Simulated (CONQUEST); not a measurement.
Set-up for a self-consistent single point of CoSn (P6/mmm, 12 atoms in the cell; from Materials Project mp-20536, changed as shown).

```xyz
12
Lattice="5.1221 0.0000 0.0000 0.0000 8.8717 0.0000 0.0000 0.0000 4.0887" Properties=species:S:1:pos:R:3 pbc="T T T"
Co     3.8416     2.2179     0.0000
Co     2.5610     0.0000     0.0000
Co     1.2805     2.2179     0.0000
Co     1.2805     6.6538     0.0000
Co     0.0000     4.4359     0.0000
Co     3.8416     6.6538     0.0000
Sn     2.5610     1.4786     2.0443
Sn     0.0000     2.9572     2.0443
Sn     0.0000     0.0000     0.0000
Sn     0.0000     5.9145     2.0443
Sn     2.5610     7.3931     2.0443
Sn     2.5610     4.4359     0.0000
```

Method: PBE, numerical atomic orbitals double-zeta with polarisation (the shipped basis), PseudoDojo norm-conserving potentials made for PBE in CONQUEST.

CONQUEST settings:

- basis: DZP
- Diag.MPMeshX, Y, Z: 6 4 8
- potentials: PseudoDojo norm-conserving PBE
- Grid.GridCutoff: 175 Ha
- DM.SolutionMethod: diagon
- Diag.kT: 0.004998 Ha
- Diag.GammaCentred: true
- minE.SCTolerance: 1.0e-06
- SC.MaxIters: 100
- SC.LinearMixingFactor: 0.5
- SC.KerkerPreCondition: true
- SC.KerkerFactor: 0.3 1/bohr
- AtomMove.TypeOfRun: static

Results:

Number of valence electrons: 186
Number of bands: 222
Number of k-points after the program's reduction: 140
Size of the basis: 222
Number of SCF iterations: 15
FFT grid: 60 × 100 × 48
Free energy E − TS: -37848.5244 eV
Fermi level (on the code's own zero): -5.64 eV
Pressure: 21.02 GPa

Stress (GPa, positive for compression):
```
19.62   0.00   0.00
 0.00  19.60   0.00
 0.00   0.00  23.82
```

For comparison: a first run was changed to give this one (lattice scaled by 0.98), and from it to this one the free energy goes up by 88.2 meV/atom and the pressure goes from 9.14 to 21.02 GPa.

The program uses no crystal symmetry, so grid and mesh can part values that symmetry would make equal. The atom-centred basis is finite, which shifts total energies and pressures against plane waves. The run has no spin polarisation, so moments on Co cannot form. The structure comes from a collection of computed structures, made at another level of theory; the collection holds predicted forms beside known ones. Its lattice was then scaled. At this pressure the cell is far from its equilibrium volume at this level.

Cost on one core: very roughly 7 core-minutes.
